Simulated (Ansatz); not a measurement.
Level of theory: DFT, revPBE, plane waves (420 eV) with PAW, scalar-relativistic in Ansatz 0.2.0. The PAW files were generated under PBE, with cores re-solved for the functional.

An element in the dhcp structure gives this curve. The cell is scaled uniformly from the relaxed one, with fractional coordinates and shape fixed. Energies are extrapolated to zero smearing, pressures are those at the given smearing. Magnetic state: spin not included.

```json
{"V (Å³/atom)": "20.355", "E − E₀ (meV/atom)": "126.2", "P (GPa)": "15.96"}
{"V (Å³/atom)": "21.280", "E − E₀ (meV/atom)": "52.6", "P (GPa)": "9.72"}
{"V (Å³/atom)": "22.206", "E − E₀ (meV/atom)": "12.2", "P (GPa)": "4.45"}
{"V (Å³/atom)": "23.131", "E − E₀ (meV/atom)": "-0.1", "P (GPa)": "0.00"}
{"V (Å³/atom)": "24.056", "E − E₀ (meV/atom)": "11.5", "P (GPa)": "-3.75"}
{"V (Å³/atom)": "24.981", "E − E₀ (meV/atom)": "43.0", "P (GPa)": "-6.89"}
{"V (Å³/atom)": "25.907", "E − E₀ (meV/atom)": "91.3", "P (GPa)": "-9.53"}
```

**Question.** Which element is it?
A. gallium
B. scandium
C. hafnium
D. arsenic

**Answer.** C. Its fit is V₀ = 23.12 Å³/atom, B₀ = 102 GPa, B₀′ = 3.3.
